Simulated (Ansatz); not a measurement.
A single-point calculation of a free-standing Janus 1T monolayer of PtSeTe with the PAW code Ansatz, at the level HSE06. The cell was relaxed with r2SCAN and then strained, so it isn't that functional's minimum.

Input file:
```yaml
crystal:
  lattice:
    - [3.850195817, 0.0, 0.0]
    - [-1.9250979085, 3.3343673871, 0.0]
    - [0.0, 0.0, 30.294325408]
  atoms:
    - { symbol: Pt, position: [0.0, 0.0, 0.2982886561] }
    - { symbol: Se, position: [0.3333333333, 0.6666666667, 0.341269071] }
    - { symbol: Te, position: [0.6666666667, 0.3333333333, 0.2516982964] }
  periodic: [true, true, false]
kpoints:
  mp_grid: { grid: [6, 6, 1] }
  band_path:
    path:
      - [0.0, 0.0, 0.0]
      - [0.5, 0.0, 0.0]
      - [0.3333333333, 0.3333333333, 0.0]
      - [0.2, 0.0, 0.0]
      - [0.270833, 0.270833, 0.0]
    npoints: 1
hamiltonian:
  xc: hse06
scf:
  occupations: { method: fixed }
  n_extra_bands: 4
output:
  forces: true
  stress: true
  eigenvalues: true
```

Command: `ansatz run input.yaml --threads 4 --pin off --max-ram 5529MiB --backend cpu --events-out ev --progress --plain --runs-dir out`. It took 3.1 min on 4 threads of Arm Neoverse V2, with other jobs on the host; peak host memory 3.9 GiB.

Main lines of the log:
```
Pseudopotential: Pt, paw, valence charge 18, recommended cutoff 420 eV (normal)
Pseudopotential: Se, paw, valence charge 16, recommended cutoff 420 eV (normal)
Pseudopotential: Te, paw, valence charge 16, recommended cutoff 420 eV (normal)
Functional definition: HSE06
Crystal: 3 atoms, lattice volume = 388.918 Å³
Basis set: ecut = 420 eV, 7589 PW (Γ)
Bands: 29, of which v1, the nominal top of the filled ones, is band 25 counted from 1 (24 counted from 0)
Symmetry: 6 space group operations
Space group: P3m1 (ITA 156)
k-points: 7 of 36 (time reversal used)
[warm-up without exact exchange]
SCF 1 stopped early in 6 iterations: F = -24973.098038 eV  dr2 = 8.00e-6
[exact exchange on]
Exchange kernel: α = 0.2500, screened, ω = 0.2079 Å⁻¹, Wigner–Seitz truncation, v(0) = 1046.6687 eV·Å³, q-mesh 6×6×1
SCF 2 stopped early in 7 iterations: F = -24981.329394 eV  dr2 = 2.73e-6
hybrid outer 1: dexx = +1.539e-2 eV, tail = 1.47e-4 eV
SCF 3 converged in 7 iterations: F = -24981.329728 eV  dr2 = 6.86e-10
hybrid outer 2: dexx = +2.874e-6 eV, tail = 6.78e-8 eV, Δε = 3.50e-3 eV, ΔF = 4.97e-3 eV/Å
SCF 4 converged in 2 iterations: F = -24981.329729 eV  dr2 = 1.45e-9
hybrid outer 3: dexx = +1.763e-9 eV, tail = 3.04e-9 eV, Δε = 1.21e-4 eV, ΔF = 4.42e-4 eV/Å
SCF 5 converged in 2 iterations: F = -24981.329729 eV  dr2 = 5.22e-11
hybrid outer 4: dexx = +7.498e-11 eV, tail = 1.23e-10 eV, Δε = 2.22e-5 eV, ΔF = 5.46e-5 eV/Å
hybrid SCF converged: 4 outer / 18 inner (+6 warm-up)
Free energy (F): -24981.329729 eV
Fermi energy:    -5.592332 eV
--- Forces (eV/Å), atoms counted from 1 ---
  atom   1  Pt      0.00000      0.00000      0.05351
  atom   2  Se      0.00000      0.00000    -0.30063
  atom   3  Te      0.00000      0.00000      0.24706
--- 2D stress c σ (N/m, compression-positive) ---
       -0.959583       0.000000       0.000000
        0.000000      -0.959583       0.000000
        0.000000       0.000000       0.000000
  P = ½ c Tr σ = -0.9596 N/m
```

The file bands.tsv (bands near the Fermi energy, numbered from 0, rounded):
```tsv
# k_distance	band_20	band_21	band_22	band_23	band_24	band_25	band_26	band_27	band_28
# fermi_ev = -5.592332
# [0, 0, 0] at k_distance = 0.000000
# [0.5, 0, 0] at k_distance = 0.942186
# [0.3333333333, 0.3333333333, 0] at k_distance = 1.486157
# [0.2, 0, 0] at k_distance = 2.270683
# [0.270833, 0.270833, 0] at k_distance = 2.859234
# levels_relative_to = fermi_ev
0.000	-3.979	-2.227	-0.663	0.000	0.000	3.312	3.312	4.447	5.359
0.942	-3.581	-3.401	-2.878	-2.155	-1.738	2.596	2.977	4.510	6.201
1.486	-4.155	-3.814	-2.631	-1.916	-1.771	1.511	2.331	5.860	7.521
2.271	-4.161	-2.899	-0.987	-0.430	-0.262	1.565	2.918	5.200	5.888
2.859	-4.193	-3.561	-2.635	-2.147	-1.259	1.483	2.497	5.866	7.017
```
In order the rows are Γ, M, K, Γ–M (0.40), Γ–K (0.81).

The HSE06 gap is indirect, 1.48 eV (Γ to Γ–K (0.81 of the way from Γ)), below the direct gap of 1.83 eV at Γ–M (0.40 of the way from Γ). The mean in-plane stress at these positions is -1.0 N/m, compression counted positive. The stress of a hybrid is loosely converged here. The largest force is 0.30 eV/Å.

All values are calculated for a non-magnetic cell, which may be hypothetical.

No spin-orbit coupling is included; it can move band edges with weight on the heavy atoms by tenths of an eV.

The meshes of the hybrids are coarse, so their gaps aren't converged to the digits shown.
